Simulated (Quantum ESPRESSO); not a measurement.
# Ir2Ru3Mg2Ag: one run as intended and one with a planted mistake

Simulated, not a measurement. The program is pw.x of Quantum ESPRESSO 7.5 (plane-wave density functional theory). The cell is made up: eight metal atoms on a face-centred cubic lattice, with elements, volume, strain and displacements drawn at random and not relaxed, so it may be unstable or far from any real phase. PseudoDojo standard norm-conserving files set the functional (PBE unless stated); there is no spin polarisation or spin-orbit coupling, the Fermi-Dirac width of 0.25 eV means electrons at about 2900 K, and the masses in the input are unused placeholders. Heavy elements are run without spin-orbit coupling, which real alloys of them have. A spin test at this wide smearing found no moment, but such smearing suppresses magnetism that the real alloy may have.

Intended input:

```
&control calculation='scf', pseudo_dir='./dojo.nc.sr.pbe.v0_5.standard.upf', outdir='./o', disk_io='minimal', tprnfor=.true., tstress=.true. /
&system ibrav=0, nat=8, ntyp=4, nbnd=77, ecutwfc=84.00895049, nosym=.true., tot_charge=0,
 occupations='smearing', smearing='fd', degauss=0.0183746611
/
&electrons conv_thr=1.470e-08, electron_maxstep=70, mixing_beta=0.5 /
ATOMIC_SPECIES
Ag 1.0 Ag.upf
Ir 1.0 Ir.upf
Mg 1.0 Mg.upf
Ru 1.0 Ru.upf
CELL_PARAMETERS angstrom
1.9863 3.9654 1.9517
0.0262 4.0195 -4.0378
-3.9922 3.9812 -0.0121
ATOMIC_POSITIONS angstrom
Ir -0.1336 -0.0133 0.1117
Ir -1.912 2.0496 -0.0417
Ru 0.0171 1.956 -1.9414
Ru -2.0818 3.9076 -1.9352
Mg 0.021 4.0087 -0.0874
Mg -2.1246 5.9751 -0.1983
Ru 0.0908 5.8669 -2.0878
Ag -1.8892 7.9068 -1.9821
K_POINTS automatic
5 5 5 1 1 1
```

The log is shortened where brackets say so; the opening notice, blank lines, dates and the lines on written files are dropped, and the path of the files is cut. It prints rydbergs, bohrs and kilobars, and counts compression as positive stress. Its total energy is the free energy E - TS of the whole cell.

Log of the intended run:

```
     Program PWSCF v.7.5
     Parallel version (MPI & OpenMP), running on       4 processor cores
     Number of MPI processes:                 4
     Threads/MPI process:                     1
     [start-up lines left out]
     bravais-lattice index     =            0
     lattice parameter (alat)  =       9.1567  a.u.
     unit-cell volume          =     858.9138 (a.u.)^3
     number of atoms/cell      =            8
     number of atomic types    =            4
     number of electrons       =       121.00
     number of Kohn-Sham states=           77
     kinetic-energy cutoff     =      84.0090  Ry
     charge density cutoff     =     336.0358  Ry
     scf convergence threshold =      1.5E-08
     mixing beta               =       0.5000
     number of iterations used =            8  plain     mixing
     Exchange-correlation= PBE
                           (   1   4   3   4   0   0   0)
     [axes and pseudopotential details left out]
   Cartesian axes
     site n.     atom                  positions (alat units)
         1        Ir     tau(   1) = (  -0.0275719  -0.0027448   0.0230523  )
         2        Ir     tau(   2) = (  -0.3945925   0.4229900  -0.0086059  )
         3        Ru     tau(   3) = (   0.0035290   0.4036731  -0.4006600  )
         4        Ru     tau(   4) = (  -0.4296353   0.8064381  -0.3993805  )
         5        Mg     tau(   5) = (   0.0043339   0.8273028  -0.0180373  )
         6        Mg     tau(   6) = (  -0.4384682   1.2331223  -0.0409245  )
         7        Ru     tau(   7) = (   0.0187390   1.2107923  -0.4308736  )
         8        Ag     tau(   8) = (  -0.3898871   1.6317804  -0.4090595  )
     number of k points=    63  Fermi-Dirac smearing, width (Ry)=  0.0184
                       cart. coord. in units 2pi/alat
        k(    1) = (  -0.0000442   0.1216687   0.0011134), wk =   0.0320000
        k(    2) = (  -0.1816878   0.1831249   0.0611125), wk =   0.0320000
     [further k points left out]
     Dense  grid:    89355 G-vectors     FFT dimensions: (  54,  64,  64)
     Estimated max dynamical RAM per process >     377.37 MB
     Estimated total dynamical RAM >       1.41 GB
     Initial potential from superposition of free atoms
     starting charge     120.9953, renormalised to     121.0000
     Starting wfcs are   70 randomized atomic wfcs +    7 random wfcs
     total cpu time spent up to now is        4.4 secs
     per-process dynamical memory:   298.0 Mb
     Self-consistent Calculation
     iteration #  1     ecut=    84.01 Ry     beta= 0.50
     Davidson diagonalization with overlap
     ethr =  1.00E-02,  avg # of iterations =  3.0
     total cpu time spent up to now is       16.1 secs
     total energy              =   -1613.64295392 Ry
     estimated scf accuracy    <       1.96316776 Ry
     iteration #  2     ecut=    84.01 Ry     beta= 0.50
     Davidson diagonalization with overlap
     ethr =  1.62E-03,  avg # of iterations =  2.1
     total cpu time spent up to now is       27.4 secs
     total energy              =   -1612.67836368 Ry
     estimated scf accuracy    <      23.84191334 Ry
     [iterations 3 to 13 left out]
     iteration # 14     ecut=    84.01 Ry     beta= 0.50
     Davidson diagonalization with overlap
     ethr =  3.03E-09,  avg # of iterations =  1.0
     total cpu time spent up to now is      138.6 secs
     total energy              =   -1614.68391301 Ry
     estimated scf accuracy    <       0.00000003 Ry
     iteration # 15     ecut=    84.01 Ry     beta= 0.50
     Davidson diagonalization with overlap
     ethr =  2.21E-11,  avg # of iterations =  3.2
     total cpu time spent up to now is      150.2 secs
     End of self-consistent calculation
     [lines on levels left out]
!    total energy              =   -1614.68391301 Ry
     estimated scf accuracy    <       0.00000001 Ry
     smearing contrib. (-TS)   =      -0.13324735 Ry
     internal energy E=F+TS    =   -1614.55066565 Ry
     The total energy is F=E-TS. E is the sum of the following terms:
     one-electron contribution =    -543.94399050 Ry
     hartree contribution      =     327.36274915 Ry
     xc contribution           =    -267.62849852 Ry
     ewald contribution        =   -1130.34092578 Ry
     convergence has been achieved in  15 iterations
     Forces acting on atoms (cartesian axes, Ry/au):
     atom    1 type  2   force =     0.01211811   -0.02397381   -0.00845187
     atom    2 type  2   force =    -0.00612445    0.00160129    0.01078282
     atom    3 type  4   force =    -0.04472752   -0.01233617   -0.04404016
     atom    4 type  4   force =     0.03014882   -0.00265950   -0.00233559
     atom    5 type  3   force =    -0.00862390    0.00893458    0.02133145
     atom    6 type  3   force =     0.03948770   -0.01863971    0.04835152
     atom    7 type  4   force =    -0.01121613    0.02747444    0.00483753
     atom    8 type  1   force =    -0.01106262    0.01959888   -0.03047570
     Total force =     0.114701     Total SCF correction =     0.000296
     Computing stress (Cartesian axis) and pressure
          total   stress  (Ry/bohr**3)                   (kbar)     P=      -65.01
  -0.00044864  -0.00000716   0.00018131          -66.00       -1.05       26.67
  -0.00000716  -0.00040674   0.00017518           -1.05      -59.83       25.77
   0.00018131   0.00017518  -0.00047039           26.67       25.77      -69.20
     init_run     :      4.21s CPU      4.35s WALL (       1 calls)
     electrons    :    142.75s CPU    145.78s WALL (       1 calls)
     forces       :      1.47s CPU      1.48s WALL (       1 calls)
     stress       :      5.09s CPU      5.10s WALL (       1 calls)
     [timing details left out]
     PWSCF        :   2m33.62s CPU   2m36.81s WALL
     JOB DONE.
```

A second run has one planted mistake: two atoms have their elements exchanged. The input lines that differ:

```
- Ir -1.912 2.0496 -0.0417
+ Ru -1.912 2.0496 -0.0417
- Ru -2.0818 3.9076 -1.9352
+ Ir -2.0818 3.9076 -1.9352
```

Its log:

```
     Program PWSCF v.7.5
     Parallel version (MPI & OpenMP), running on       4 processor cores
     Number of MPI processes:                 4
     Threads/MPI process:                     1
     [start-up lines left out]
     bravais-lattice index     =            0
     lattice parameter (alat)  =       9.1567  a.u.
     unit-cell volume          =     858.9138 (a.u.)^3
     number of atoms/cell      =            8
     number of atomic types    =            4
     number of electrons       =       121.00
     number of Kohn-Sham states=           77
     kinetic-energy cutoff     =      84.0090  Ry
     charge density cutoff     =     336.0358  Ry
     scf convergence threshold =      1.5E-08
     mixing beta               =       0.5000
     number of iterations used =            8  plain     mixing
     Exchange-correlation= PBE
                           (   1   4   3   4   0   0   0)
     [axes and pseudopotential details left out]
   Cartesian axes
     site n.     atom                  positions (alat units)
         1        Ir     tau(   1) = (  -0.0275719  -0.0027448   0.0230523  )
         2        Ru     tau(   2) = (  -0.3945925   0.4229900  -0.0086059  )
         3        Ru     tau(   3) = (   0.0035290   0.4036731  -0.4006600  )
         4        Ir     tau(   4) = (  -0.4296353   0.8064381  -0.3993805  )
         5        Mg     tau(   5) = (   0.0043339   0.8273028  -0.0180373  )
         6        Mg     tau(   6) = (  -0.4384682   1.2331223  -0.0409245  )
         7        Ru     tau(   7) = (   0.0187390   1.2107923  -0.4308736  )
         8        Ag     tau(   8) = (  -0.3898871   1.6317804  -0.4090595  )
     number of k points=    63  Fermi-Dirac smearing, width (Ry)=  0.0184
                       cart. coord. in units 2pi/alat
        k(    1) = (  -0.0000442   0.1216687   0.0011134), wk =   0.0320000
        k(    2) = (  -0.1816878   0.1831249   0.0611125), wk =   0.0320000
     [further k points left out]
     Dense  grid:    89355 G-vectors     FFT dimensions: (  54,  64,  64)
     Estimated max dynamical RAM per process >     377.37 MB
     Estimated total dynamical RAM >       1.41 GB
     Initial potential from superposition of free atoms
     starting charge     120.9953, renormalised to     121.0000
     Starting wfcs are   70 randomized atomic wfcs +    7 random wfcs
     total cpu time spent up to now is        4.1 secs
     per-process dynamical memory:   298.0 Mb
     Self-consistent Calculation
     iteration #  1     ecut=    84.01 Ry     beta= 0.50
     Davidson diagonalization with overlap
     ethr =  1.00E-02,  avg # of iterations =  3.0
     total cpu time spent up to now is       15.1 secs
     total energy              =   -1613.59732682 Ry
     estimated scf accuracy    <       2.04236626 Ry
     iteration #  2     ecut=    84.01 Ry     beta= 0.50
     Davidson diagonalization with overlap
     ethr =  1.69E-03,  avg # of iterations =  2.2
     total cpu time spent up to now is       25.8 secs
     total energy              =   -1612.73794339 Ry
     estimated scf accuracy    <      22.41228121 Ry
     [iterations 3 to 16 left out]
     iteration # 17     ecut=    84.01 Ry     beta= 0.50
     Davidson diagonalization with overlap
     ethr =  5.76E-11,  avg # of iterations =  1.1
     total cpu time spent up to now is      160.1 secs
     total energy              =   -1614.68699510 Ry
     estimated scf accuracy    <       0.00000005 Ry
     iteration # 18     ecut=    84.01 Ry     beta= 0.50
     Davidson diagonalization with overlap
     ethr =  4.48E-11,  avg # of iterations =  1.0
     total cpu time spent up to now is      168.2 secs
     End of self-consistent calculation
     [lines on levels left out]
!    total energy              =   -1614.68699509 Ry
     estimated scf accuracy    <       0.00000001 Ry
     smearing contrib. (-TS)   =      -0.13399353 Ry
     internal energy E=F+TS    =   -1614.55300156 Ry
     The total energy is F=E-TS. E is the sum of the following terms:
     one-electron contribution =    -544.18964675 Ry
     hartree contribution      =     327.48281114 Ry
     xc contribution           =    -267.63069238 Ry
     ewald contribution        =   -1130.21547357 Ry
     convergence has been achieved in  18 iterations
     Forces acting on atoms (cartesian axes, Ry/au):
     atom    1 type  2   force =     0.00855432   -0.02271259   -0.00748477
     atom    2 type  4   force =     0.00145192   -0.00241380    0.01351547
     atom    3 type  4   force =    -0.05095138   -0.00934166   -0.03676977
     atom    4 type  2   force =     0.03446896   -0.00339064    0.00353792
     atom    5 type  3   force =    -0.00977147    0.00645522    0.01774841
     atom    6 type  3   force =     0.03748333   -0.01969540    0.04585161
     atom    7 type  4   force =    -0.00923955    0.03127157   -0.00089407
     atom    8 type  1   force =    -0.01199614    0.01982731   -0.03550480
     Total force =     0.115292     Total SCF correction =     0.000266
     Computing stress (Cartesian axis) and pressure
          total   stress  (Ry/bohr**3)                   (kbar)     P=      -64.85
  -0.00046208  -0.00002200   0.00020068          -67.97       -3.24       29.52
  -0.00002200  -0.00037456   0.00017278           -3.24      -55.10       25.42
   0.00020068   0.00017278  -0.00048594           29.52       25.42      -71.48
     init_run     :      3.89s CPU      4.06s WALL (       1 calls)
     electrons    :    160.75s CPU    164.04s WALL (       1 calls)
     forces       :      1.46s CPU      1.46s WALL (       1 calls)
     stress       :      5.05s CPU      5.06s WALL (       1 calls)
     [timing details left out]
     PWSCF        :   2m51.24s CPU   2m54.72s WALL
     JOB DONE.
```

```
                                            intended run  run with the mistake
                          free energy (eV)    -21968.894            -21968.936
         entropy term -TS, part of it (eV)        -1.813                -1.823
                            pressure (GPa)         -6.50                 -6.49
size of the largest force component (eV/Å)         1.243                 1.310
largest change of a force component (eV/Å)                               0.195
                                iterations            15                    18
```

For scale, a rerun of the intended cell at a higher cutoff and on a denser mesh moved values by no more than 0.009 eV in energy, 0.07 GPa in stress and 0.009 eV/Å in force, and a second program with other atomic files agreed on that cell to 2 % rms in force and 0.5 GPa in pressure.